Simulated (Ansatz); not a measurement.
Cd (simple hexagonal type), DFT, LDA, all-electron LAPW, scalar-relativistic (Ansatz 0.2.0), on 1 thread of Arm Neoverse V1 (shared host).

Command: `ansatz run input.yaml --threads 1 --pin off --max-ram 3584MiB --backend cpu --events-out ev --progress --plain --runs-dir out`

```yaml
crystal:
  lattice:
    - [2.829495445, 0.0, 0.0]
    - [-1.4147477225, 2.4504149353, 0.0]
    - [0.0, 0.0, 2.8616742702]
  atoms:
    - { symbol: Cd, position: [0.0, 0.0, 0.0] }
kpoints:
  mp_grid: { grid: [15, 15, 14] }
scf:
  occupations: { method: fermi_dirac, width: 0.08 }
hamiltonian:
  xc: lda
  pseudopotentials: { kind: all_electron, lapw: { basis_error: 0.0005 } }
output:
  forces: true
  stress: true
  eigenvalues: true
relax:
  f_tol: 0.005
  max_steps: 12
  cell: { p_target: 7.5, stress_tol: 0.03 }
```

Q: How large is the problem that the program sets up?

A: 216 irreducible k-points, 211 plane waves at Γ, 14 bands.

Q: About how long does it take?

A: 44 s of wall time for 12 SCF iterations over 3 geometries. Times on shared machines scatter by tens of per cent.
